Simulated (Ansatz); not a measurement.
Relaxed-ion elastic tensor of ScAl3 (Cu3Au type, Pm-3m) in GPa (Voigt order), DFT-LDA in the program Ansatz with PAW potentials; density 3.19 g/cm³, 16.38 Å³ per atom.

```
 200  45.1  45.1   0.0   0.0   0.0
45.1   200  45.1   0.0   0.0   0.0
45.1  45.1   200   0.0   0.0   0.0
 0.0   0.0   0.0  80.5   0.0   0.0
 0.0   0.0   0.0   0.0  80.5   0.0
 0.0   0.0   0.0   0.0   0.0  80.5
```

Task: Is the crystal mechanically stable?

Result: Yes: the smallest eigenvalue of C is 80.5 GPa.

Task: Work out the Voigt, Reuss and Hill averages.

Result: K_V = 96.6, K_R = 96.6, K_H = 96.6; G_V = 79.2, G_R = 79.2, G_H = 79.2 GPa.

Task: Give Young's modulus, Poisson's ratio, Pugh's ratio and the universal anisotropy index.

Result: E = 9KG/(3K + G) = 187 GPa; ν = 0.18; K/G = 1.22 (brittle by the Pugh limit of 1.75); A_U = 5G_V/G_R + K_V/K_R − 6 = 0.00.

Task: Estimate the sound speeds and the Debye temperature.

Result: v_l = √((K + 4G/3)/ρ) = 7960 m/s, v_t = √(G/ρ) = 4980 m/s, mean 5490 m/s; Θ = (h/k)(3n/4πV)^(1/3) v_m = 643 K.

Task: Give the Zener ratio and Young's modulus along [100], [110] and [111].

Result: A = 2C44/(C11 − C12) = 1.04; 1/E = S11 − 2(S11 − S12 − S44/2)Γ with Γ = 0, 1/4, 1/3 gives 183, 188, 189 GPa.

Task: Solve the Christoffel equation for the three sound speeds along [100], [110], [111].

Result: Eigenvalues of C_ijkl n_j n_l equal ρv². In km/s, slowest first: [100] 5.02, 5.02, 7.91; [110] 4.92, 5.02, 7.97; [111] 4.96, 4.96, 7.99.

Symmetry was held in the LDA relaxation. No spin polarisation was allowed. As this level gives no gap, shear constants depend on the k-mesh and smearing (Fermi–Dirac, 0.1 eV here).

Potentials: the earlier of the program's two PAW sets. The files were generated under PBE; for other functionals the program regenerates the frozen cores, and for LDA and PBEsol the local potential too.
